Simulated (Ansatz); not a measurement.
MgO:
```
CELL_PARAMETERS angstrom
      3.30431     0.00000     0.00000
     -1.65215     2.86161     0.00000
      0.00000     0.00000     5.01562
ATOMIC_POSITIONS crystal
  Mg 0.33333 0.66667 0.00351
  Mg 0.66667 0.33333 0.50351
  O  0.33333 0.66667 0.40109
  O  0.66667 0.33333 0.90109
```

Relaxed with PBEsol. Special points in fractions of this cell's reciprocal vectors: Γ (0.000, 0.000, 0.000); M (0.500, 0.000, 0.000); K (0.333, 0.333, 0.000); A (0.000, 0.000, 0.500); L (0.500, 0.000, 0.500); H (0.333, 0.333, 0.500).

Task: List the band energies nearest the valence-band maximum at these points for PBEsol in the plane-wave PAW code Ansatz.

Result: In eV from the valence-band maximum; about four levels below and three above (degenerate sets whole), none deeper than 8.9 eV; … stands for higher levels left out; points with the same levels are listed once.

| k | below | above |
|---|---|---|
| Γ | -0.73 -0.73 -0.41 -0.41 0.00 | 3.36 8.39 10.16 |
| M | -1.74 -1.27 -0.82 -0.49 | 7.65 7.93 9.09 |
| K | -1.94 -1.94 -1.29 -1.20 -1.20 | 8.16 8.18 … |
| A | -0.57 -0.57 -0.57 -0.57 | 5.86 5.86 … |
| L | -0.90 -0.90 -0.71 -0.71 | 7.23 7.23 … |
| H | -2.10 -2.10 -0.38 -0.38 | 8.33 8.33 … |

Space group P6_3mc (wurtzite). The first step of the workflow began from a Materials Project structure, measured or hypothetical; the Crystallography Open Database copy checked does not list it. It is not the phase usual at ambient conditions (space group No. 225). The PBEsol relaxation kept the symmetry of its start; its stability against distortions is not shown here.

Potentials: the earlier of the program's two PAW sets. The files were generated under PBE; for other functionals the program regenerates the frozen cores, and for LDA and PBEsol the local potential too.
